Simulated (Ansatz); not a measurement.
TaAl (CsCl type, Pm-3m), DFT-PBE in the program Ansatz with PAW potentials, all energies at zero smearing, with the estimated change up to a 700 eV cutoff added, with one set of potentials and settings (totals compare only within such a set). Cell of 2 atoms (1 Ta, 1 Al): -10469.580 eV.

```json
[
 {"element": "Ta", "reference phase": "Im-3m, 1 atoms in the cell", "E (eV/atom)": "-9932.2522"},
 {"element": "Al", "reference phase": "Fm-3m, 1 atoms in the cell", "E (eV/atom)": "-537.5049"}
]
```

Formation energy per atom, worked out: (-10469.580 − 1×(-9932.2522) − 1×(-537.5049))/2 = 0.089 eV/atom (9 kJ per mol of atoms), at 0 K, without zero-point energy or fitted corrections.

The start of the workflow was typed in or built on a structure type; neither database checked (COD, Materials Project) lists it. Its standing as an ambient phase is unchecked. The PBE relaxation kept the symmetry of its start; its stability against distortions is not shown here. The run is not spin-polarised. The references are the lowest solids computed at this level, not always the standard phases. Spin–orbit coupling is left out wherever it is not named.

Potentials: the later of the program's two PAW sets.
